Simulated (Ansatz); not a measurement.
Here is the system:

Generalised stacking fault of KCl (rock salt) on the {100} plane. The cell below holds the perfect crystal with the plane normal along z; tilting its third vector by the shift puts one fault into each cell, between planes 3.15 Å apart, at fixed cell height.

```
KCl
1.0
    4.44934     0.00000     0.00000
    0.00000     4.44934     0.00000
    2.22467     2.22467     9.43847
Cl K
3 3
Direct
  0.00000   0.00000   0.83333
  0.33333   0.33333   0.16667
  0.66667   0.66667   0.50000
  0.50000   0.50000   0.83333
  0.83333   0.83333   0.16667
  0.16667   0.16667   0.50000
```

In-plane vectors a = (4.449, 0.000) Å, b = (0.000, 4.449) Å, area 19.80 Å². The shift is s times the vector a (length 4.449 Å), so s = 1 restores the start. Atoms relax along the normal only. γ = [E(shift) − E(0)] / area.

Level of theory: r2SCAN (plane waves to 500 eV, PAW, scalar-relativistic; Ansatz, an electronic-structure program). k mesh 7×7×7 (Γ-centred), Fermi-Dirac smearing 0.05 eV. E is the zero-smearing estimate. Faults lie only 9.4 Å apart, and holding the cell height raises γ above its relaxed value. KCl was relaxed with its symmetry unable to fall. γ is measured from zero shift.

The scan covers s from 0.000 to 0.917 in 12 points.

Task: Does γ have a local minimum between the ends of the line, and at which s?

Result: No computed point is one.

Task: At which s is γ highest?

Result: s = 0.500.

Task: What is the highest γ among twelve even steps of s?

Result: 247 mJ/m².

(The slope of γ gives the shear force per area between the displaced halves; near zero shift its curvature is an elastic stiffness.)
